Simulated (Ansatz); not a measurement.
# Hf: energy along a strain

Hf, Fm-3m, a = 4.440 Å (as given, not relaxed at this level: -1.5 GPa). This isn't the element's structure at ambient conditions. Ansatz: PBEsol, PAW, 420 eV, Γ-centred 18×18×18 mesh on 1 atom, Gaussian smearing 0.15 eV; no spin polarisation. Cell vectors (Å): 0.000 2.220 2.220; 2.220 0.000 2.220; 2.220 2.220 0.000. The cell is strained by x per cent times the pattern (0 0 1 0 0 0) in the order xx yy zz yz xz xy (engineering shears), with fractional coordinates held. y is the free energy over the start, V0 = 21.882 Å³/atom.

```
x (%) y (meV/atom)
-6.00             ?
-4.50         10.92
-3.00          2.67
-1.50         -0.91
 0.00          0.00
 1.50          5.24
 3.00         14.58
 4.50         27.76
 5.25         35.71
 6.00         44.53
```

Fit y = c1 x + c2 x² + c3 x³ to the other rows, get the stiffness along the pattern, and predict the missing energy.

Least squares on the rows shown. y = 2.0866 x + 0.95510 x² − 0.010891 x³. The clamped-ion stiffness p·C·p = 2 × 9.551 eV × 160.2 / 21.882 Å³ = 140 GPa, which is C33 in these axes (C11 of the cubic crystal) (second derivative at the start, which stands under stress). At x = -6.00 the fit asked for gives 24.22 meV/atom. The run gave 23.92 meV/atom, so the fit is 0.30 meV/atom too high, 0.66 % of the span of the series, against an rms of 0.02 meV/atom on the fitted rows. The row lies outside the fitted range. With a term in x⁴ added, a fit to the same known rows predicts 23.96 meV/atom, so most of the miss is curvature that the known rows already hold.

Spin–orbit coupling is left out, which can shift energies with elements as heavy as these.